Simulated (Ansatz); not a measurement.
Method: PBEsol, scalar-relativistic; no spin polarisation; PAW, 420 eV, Γ-centred 8×8×8 mesh, 0.05 eV Gaussian smearing; code Ansatz; PAW files: Ansatz's generated set soft_2.

The calculation on XTe, where X is one element, gave:

```
Space group                                           : F-43m (No. 216)
Conventional cell                                     : a = 7.122 Å, b = 7.122 Å, c = 7.122 Å, α = 90.00°, β = 90.00°, γ = 90.00°
Volume                                                : 45.15 Å³/atom
Band gap                                              : zero (metallic)
Density of states at the Fermi level                  : 0.84 states/(eV·atom)
Formation energy from the elements (0 K, uncorrected) : 0.27 eV/atom (unstable against the elements)
Bulk modulus (Birch–Murnaghan)                        : 31 GPa
```

Sites: X on 4a, Te on 4d.

Task: Which element is X?
A. Pb
B. Bi
C. Tl
D. At

Result: B. X is Bi, so the compound is BiTe.

This is a trial structure; measured cells of the compound in the Crystallography Open Database are in space groups P-3m1, Fm-3m (rock salt).

Spin–orbit coupling, which matters for such heavy elements, is left out. The cell is a metal with an odd number of electrons, and spin polarisation wasn't tried.
